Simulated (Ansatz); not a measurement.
Clean, relaxed (111) surface of Ag, space group Fm-3m (No. 225) (top face towards +c; atoms held fixed, by place in the list: 1, 2):

```yaml
crystal:
  lattice:
    - [2.86690, 0.00000, 0.00000]
    - [-1.43345, 2.48281, 0.00000]
    - [0.00000, 0.00000, 24.02245]
  atoms:
    - { symbol: Ag, position: [0.66667, 0.33333, 0.35384] }
    - { symbol: Ag, position: [0.33333, 0.66667, 0.45128] }
    - { symbol: Ag, position: [0.00000, 0.00000, 0.54722] }
    - { symbol: Ag, position: [0.66667, 0.33333, 0.64369] }
```

These are results of DFT PBEsol, scalar-relativistic, plane waves, PAW (Ansatz 0.2.0), not measurements. Plane waves to 420 eV, a k mesh through Γ of 12×12×1 on the computed 4-atom cell and Gaussian smearing (0.10 eV); no spin polarisation. A dipole correction removes the field between periodic images along c.

The adsorption energy is E(slab + adsorbate) − E(slab) − E(free adsorbate, spin-polarised where open-shell). With the adsorbate the cell is lengthened along c to keep the vacuum.

(1) CO is put at the top (Ag) at (0.67, 0.33) site, one adsorbate per 7.1 Å². What structure does it relax to?

Each end is the local minimum or symmetric point that its start leads to. The slab is only 7.0 Å thick, so the energies aren't converged with thickness.

Results:

(1) E_ads = -0.19 eV. Contacts: C–Ag 2.11 Å. Bonds within the adsorbate: C–O 1.14 Å.

```
CELL_PARAMETERS angstrom
2.86690 0.00000 0.00000
-1.43345 2.48281 0.00000
0.00000 0.00000 27.17245
ATOMIC_POSITIONS crystal
Ag 0.66667 0.33333 0.31282
Ag 0.33333 0.66667 0.39896
Ag 0.00000 0.00000 0.48534
Ag 0.66667 0.33333 0.56991
C 0.66667 0.33333 0.64761
O 0.66667 0.33333 0.68972
```